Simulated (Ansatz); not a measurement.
An Ansatz (a quantum-chemistry and plane-wave program) run. Input:

Ansatz 0.2 input:
```yaml
crystal:
  lattice:
    - [0.0, 2.0339051046, 2.0339051046]
    - [2.0339051046, 0.0, 2.0339051046]
    - [2.0339051046, 2.0339051046, 0.0]
  atoms:
    - { symbol: Li, position: [0.0, 0.0, 0.0] }
    - { symbol: F, position: [0.5, 0.5, 0.5] }
kpoints:
  mp_grid: { grid: [12, 12, 12] }
hamiltonian:
  xc: pbe
  pseudopotentials: { kind: paw }
scf:
  occupations: { method: fixed }
phonons:
  method: dfpt
  response_accuracy: low
  eigenvectors: true
  rigid_motions: translations
  dielectric: true
  raman: true
```

Output (shortened):

```
Pseudopotential: Li, paw, valence charge 3
Pseudopotential: F, paw, valence charge 7
Functional definition: PBE
Crystal: 2 atoms, lattice volume = 16.828 Å³
Basis set: ecut = 420 eV, 331 PW (Γ), exchange–correlation on 40×40×40 points (8 copies of the dense FFT grid, shifted against one another)
Bands: 9, of which v1, the nominal top of the filled ones, is band 5 counted from 1 (4 counted from 0)
Symmetry: 48 space group operations
k-points: 163 of 1728 (irreducible under 8 space group operations, time reversal used)
SCF iter   1: F=—  HF=-1016.170863 eV  |F-HF|=—  |Δ(HF+E_count)|=         —  Δρ=7.68e-4  dr2=4.61e-5  ethr=1.77e-3  ⟨swp⟩=3.9  Hψ=8350  notcnv=0  defer=256
preconditioner: auto → none
SCF iter   2: F=—  HF=-1016.170774 eV  |F-HF|=—  |Δ(HF+E_count)|=   8.91e-5  Δρ=1.04e-3  dr2=1.10e-4  ethr=4.61e-7  ⟨swp⟩=2.0  Hψ=3636  notcnv=0  defer=322
SCF iter   3: F=—  HF=-1016.170760 eV  |F-HF|=—  |Δ(HF+E_count)|=   1.46e-5  Δρ=4.61e-4  dr2=2.09e-5  ethr=4.61e-7  ⟨swp⟩=2.4  Hψ=2032  notcnv=0  defer=116
SCF iter   4: F=—  HF=-1016.170780 eV  |F-HF|=—  |Δ(HF+E_count)|=   2.00e-5  Δρ=2.37e-4  dr2=5.96e-6  ethr=2.09e-7  ⟨swp⟩=2.0  Hψ=2433  notcnv=0  defer=283
SCF iter   5: F=—  HF=-1016.170779 eV  |F-HF|=—  |Δ(HF+E_count)|=   1.01e-6  Δρ=1.28e-4  dr2=1.83e-6  ethr=5.96e-8  ⟨swp⟩=1.0  Hψ=1467  notcnv=0
SCF iter   6: F=—  HF=-1016.170778 eV  |F-HF|=—  |Δ(HF+E_count)|=   2.71e-7  Δρ=5.27e-5  dr2=3.16e-7  ethr=1.83e-8  ⟨swp⟩=1.5  Hψ=1678  notcnv=0
SCF iter   7: F=—  HF=-1016.170778 eV  |F-HF|=—  |Δ(HF+E_count)|=   4.82e-7  Δρ=1.03e-5  dr2=1.23e-8  ethr=3.16e-9  ⟨swp⟩=2.3  Hψ=2028  notcnv=0
SCF iter   8: F=—  HF=-1016.170778 eV  |F-HF|=—  |Δ(HF+E_count)|=   3.69e-9  Δρ=1.42e-6  dr2=2.32e-10  ethr=1.23e-10  ⟨swp⟩=2.5  Hψ=2070  notcnv=0
SCF iter   9: F=-1016.170778 eV  HF=-1016.170778 eV  |F-HF|=1.02e-12  |Δ(HF+E_count)|=  7.08e-11  Δρ=1.03e-7  dr2=1.20e-12  ethr=1.00e-12  ⟨swp⟩=5.7  Hψ=6275  notcnv=0
SCF 1 converged in 9 iterations: F = -1016.170778 eV  dr2 = 1.20e-12
NSCF: frozen V_eff on 1 k-points
DFPT response loops at Γ: preconditioner auto → none (the input reference at scf.mixing.eps_inf says where Resta's filter doesn't serve); β = 0.50 …
── the response to a field inside a basis, on 12×12×12 k-points: an SCF that follows is theirs, and a resumed run solves both again ──
Crystal: 2 atoms, lattice volume = 16.828 Å³
Bands: 6, of which v1, the nominal top of the filled ones, is band 5 counted from 1 (4 counted from 0)
k-points: 182 of 1728 (irreducible under 12 space group operations)
SCF iter   1: F=—  HF=-1016.173223 eV  |F-HF|=—  |Δ(HF+E_count)|=         —  Δρ=6.22e-4  dr2=1.09e-5  ethr=1.00e-1
preconditioner: auto → none
SCF iter   2: F=—  HF=-1016.173227 eV  |F-HF|=—  |Δ(HF+E_count)|=   4.49e-6  Δρ=2.43e-4  dr2=3.52e-6  ethr=1.09e-7
SCF iter   3: F=—  HF=-1016.173229 eV  |F-HF|=—  |Δ(HF+E_count)|=   1.59e-6  Δρ=1.31e-4  dr2=4.16e-7  ethr=3.52e-8
SCF iter   4: F=—  HF=-1016.173230 eV  |F-HF|=—  |Δ(HF+E_count)|=   5.79e-7  Δρ=5.91e-6  dr2=1.62e-9  ethr=4.16e-9
SCF iter   5: F=-1016.173230 eV  HF=-1016.173230 eV  |F-HF|=4.43e-12  |Δ(HF+E_count)|=   4.14e-9  Δρ=1.97e-7  dr2=1.48e-12  ethr=1.62e-11
SCF 1 converged in 5 iterations: F = -1016.173230 eV  dr2 = 1.48e-12
DFPT response loops at Γ: mixed as the last ones told, above
DFPT response loops at Γ: mixed as the last ones told, above
DFPT response loops at Γ: mixed as the last ones told, above
SCF converged after 9 iterations
Free energy (F): -1016.170778 eV
Harris-Foulkes:  -1016.170778 eV  (|F-HF|=1.02e-12)
Internal energy: -1016.170778 eV  (E = F + TS)
E sigma→0 (E₀):  -1016.170778 eV
Fermi energy:    0.764683 eV
--- Per-component energies (eV) ---
  E_band       = -119.798322
  E_kinetic    = 230.230651
  E_local      = -649.440815  (includes V_loc(G=0)·N_el)
  E_nonlocal   = 40.321081
  E_hartree    = 227.883059
  E_xc         = -91.736617
  E_vxc        = -117.663652  (∫ρ·V_xc dr)
  E_paw        = -221.753121  (= ΣΔE_a)
  E_vpaw       = -79.013916  (= ΣTr[D̂ρ^β])
  E_aug_tail   = 0.002240  (compensation charges beyond the density's cutoff)
  E_ewald      = -551.677256
  E_smearing   =  0.000000  (= −TS)
  E_closure    = 0.000000  (closes the sum)
  Σ components = -1016.170778   (vs F -1016.170778, Δ=0.00e0)
  [band-id]    e_kinetic+e_local+e_nonlocal+2·e_hartree+e_vxc+e_vpaw+e_augmentation_tail = -119.798292   (vs E_band -119.798322, Δ=3.03e-5)
--- Band table (eV; the first three rows and the last of 163) ---
  k-point 0: bands = ["-40.1940", "-19.1240", "0.7646", "0.7646", "0.7646", "9.5961", "24.3317", "24.3317", "24.3317"]
  k-point 1: bands = ["-40.1906", "-19.0982", "0.5672", "0.7493", "0.7493", "9.8045", "22.2480", "23.3903", "23.3903"]
  k-point 2: bands = ["-40.1812", "-19.0267", "0.0648", "0.7082", "0.7082", "10.3176", "20.0549", "22.1669", "22.1669"]
  k-point 162: bands = ["-40.1286", "-18.4945", "-1.2170", "-1.2170", "-0.0017", "15.5952", "15.5952", "17.9310", "19.6320"]
--- Phonons (Γ-DFPT): 2 representative perturbations + reference, on 163 of 1728 k-points (Σ response iterations 7) ---
  ASR residual: 5.752e-5 → 0.000e0 eV/Å²; symmetrization residual: 4.763e-6 eV/Å²
  ASR residual per site (eV/Å²): 5.75e-5 5.35e-5
  Γ frequencies (cm⁻¹): 0.00 0.00 0.00 265.97 265.97 265.97
  ε∞ (high-frequency dielectric tensor):
        2.049116     0.000000     0.000000
        0.000000     2.049116     0.000000
        0.000000     0.000000     2.049116
  ε⁰ (static dielectric tensor: ions relaxed, cell fixed):
       11.086807     0.000000     0.000000
        0.000000    11.086807     0.000000
        0.000000     0.000000    11.086807
  ε⁰ − ε∞ (ionic part):
        9.037691     0.000000     0.000000
        0.000000     9.037691     0.000000
        0.000000     0.000000     9.037691
  softest optical mode at Γ: 265.97 cm⁻¹; the repairs (sum rule, projections) moved no ω² at Γ by more than (1.84 cm⁻¹)²
  Born effective charges Z* (e; rows j = field, columns β = displacement):
    site 0:
         1.05423    0.00000    0.00000
         0.00000    1.05423    0.00000
         0.00000    0.00000    1.05423
    site 1:
        -1.05423    0.00000    0.00000
         0.00000   -1.05423    0.00000
         0.00000    0.00000   -1.05423
  Z* charge neutrality: 1.725e-5 e pre-enforcement
  k-mesh period / interband length: 34.5 Å / 0.76 Å = 45.16 at k = (0.0000, 0.0000, -0.5000), direct gap 10.860 eV — 14 or more, which is no proof of convergence
  Raman tensors (in the event stream and the table raman_tensors.tsv) …
  optical modes at Γ without the LO–TO term, one row a degenerate level:
      ω (cm⁻¹)  modes    IR ((D/Å)²/amu)  static Raman (Å⁴/amu)  depolarisation
        265.97      3            15.1328                 0.0000               —
  optical modes at Γ + LO–TO along q̂ = [1.0000, 0.0000, 0.0000]:
      ω (cm⁻¹)  modes    IR ((D/Å)²/amu)  static Raman (Å⁴/amu)  depolarisation
        265.97      2            10.0885                 0.0000               —
        618.67      1             5.0443                 0.0000               —
  optical modes at Γ + LO–TO along q̂ = [0.0000, 1.0000, 0.0000]:
      ω (cm⁻¹)  modes    IR ((D/Å)²/amu)  static Raman (Å⁴/amu)  depolarisation
        265.97      2            10.0885                 0.0000               —
        618.67      1             5.0443                 0.0000               —
  optical modes at Γ + LO–TO along q̂ = [0.0000, 0.0000, 1.0000]:
      ω (cm⁻¹)  modes    IR ((D/Å)²/amu)  static Raman (Å⁴/amu)  depolarisation
        265.97      2            10.0885                 0.0000               —
        618.67      1             5.0443                 0.0000               —
```

Cost: around 2.7 core-minutes (rough) on shared cores.

Space group Fm-3m (rock salt). Symmetry was held in the PBE relaxation; phonons on a q-mesh show no instability.

Potentials: the later of the program's two PAW sets.

Ansatz is a plane-wave DFT program.
